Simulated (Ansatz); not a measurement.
SiC (4H type, space group P6_3mc)

```yaml
crystal:
  lattice:
    - [3.07776, 0.00000, 0.00000]
    - [-1.53888, 2.66542, 0.00000]
    - [0.00000, 0.00000, 10.07734]
  atoms:
    - { symbol: Si, position: [0.00000, 0.00000, 0.00030] }
    - { symbol: Si, position: [0.00000, 0.00000, 0.50030] }
    - { symbol: Si, position: [0.66667, 0.33333, 0.75024] }
    - { symbol: Si, position: [0.33333, 0.66667, 0.25024] }
    - { symbol: C, position: [0.00000, 0.00000, 0.81287] }
    - { symbol: C, position: [0.00000, 0.00000, 0.31287] }
    - { symbol: C, position: [0.66667, 0.33333, 0.56221] }
    - { symbol: C, position: [0.33333, 0.66667, 0.06221] }
```

The slice is a (-1 1 0 2) plane (indices of the conventional cell) through the point (0.333, 0.667, 0.062) (fractional), spanned by u = [110] and v = [1 -1 1] in vectors of this cell: u (3.08 Å) and v (11.40 Å, at 90° to u). It covers one period; positions are fractions (u, v).

Calculation: r2SCAN (plane waves to 500 eV, PAW, scalar-relativistic; Ansatz, a program for electronic structure). k mesh 12×12×4. Inside the PAW spheres the values are not all-electron values, and peaks at nuclei hang on which shells count as valence. SiC was relaxed with its symmetry unable to fall. The PAW data are Ansatz's earlier set.

Q: Predict the map of the valence electron density on the slice.

A: 
```tsv
v \ u	0.00	0.11	0.22	0.33	0.44	0.56	0.67	0.78	0.89
0.88	-0.7	-0.8	-0.9	-1.1	-1.2	-1.2	-1.1	-0.9	-0.8
0.75	0.2	0.1	0.0	-0.2	-0.4	-0.4	-0.2	0.0	0.1
0.62	-0.8	-0.8	-0.9	-0.9	-0.9	-0.9	-0.9	-0.9	-0.8
0.50	-0.1	-0.2	-0.5	-0.8	-1.1	-1.1	-0.8	-0.5	-0.2
0.38	-0.8	-0.8	-0.9	-0.9	-0.9	-0.9	-0.9	-0.9	-0.8
0.25	-0.9	-0.7	-0.4	0.0	0.2	0.2	0.0	-0.4	-0.7
0.12	-0.5	-0.5	-0.6	-0.7	-0.8	-0.8	-0.7	-0.6	-0.5
0.00	0.2	0.2	0.0	-0.3	-0.5	-0.5	-0.3	0.0	0.2
```

Values: log₁₀ of the valence density in e/Å³. The scale is logarithmic, as a density can span decades between atoms and voids.
